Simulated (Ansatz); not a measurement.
Suppose MnCdC4N4 takes space group P-43m (No. 215), with Mn on 1a; Cd on 1b; C on 4e; N on 4e. A trial structure of MnCdC4N4 was built thus: two interpenetrating cyanide-bridged diamond nets.

Level of theory: Ansatz 0.2.0, DFT PBE, scalar-relativistic, plane waves, PAW. Cutoff 420 eV, Γ-centred mesh, Gaussian smearing, collinear spin.

Formation energies are uncorrected and refer to the elements' standard structures at the same level (N₂ as a molecule).

Problem. Give the relaxed lattice parameters and positions.

Solution.

Space group P-43m (No. 215). a = 6.273 Å, b = 6.273 Å, c = 6.273 Å, α = 90.00°, β = 90.00°, γ = 90.00°
```
atom  site  symmetry       x       y       z
  Mn    1a      -43m  0.0000  0.0000  0.0000
  Cd    1b      -43m  0.5000  0.5000  0.5000
   C    4e       .3m  0.1913  0.1913  0.1913
   N    4e       .3m  0.2987  0.2987  0.2987
```

Around Mn lie 4 C at 2.08 Å; Cd is surrounded by 4 N at 2.19 Å; around C lie 1 N at 1.17 Å and 1 Mn at 2.08 Å; N is surrounded by 1 C at 1.17 Å and 1 Cd at 2.19 Å. Another local minimum with the same sites may exist.

Problem. Where does its energy lie, and is it a metal?

Solution. The formation energy is +0.358 eV/atom, the gap on the 6×6×6 mesh of the 10-atom cell is 2.15 eV and the net moment per atom is 0.50 μB. The moment by site is Mn 3.7 μB. A positive value: parting into the elements would lower its energy.

The last run used collinear spin and Gaussian smearing of 0.02 eV. Kohn–Sham gaps at this level usually fall short of measured ones. The reference form of C is held partly by dispersion forces, which this level lacks. Another magnetic order may lie lower. Symmetry constrained the relaxation, so the result can be a saddle point. Site moments count only spheres around the atoms; the net moment includes the space between them.
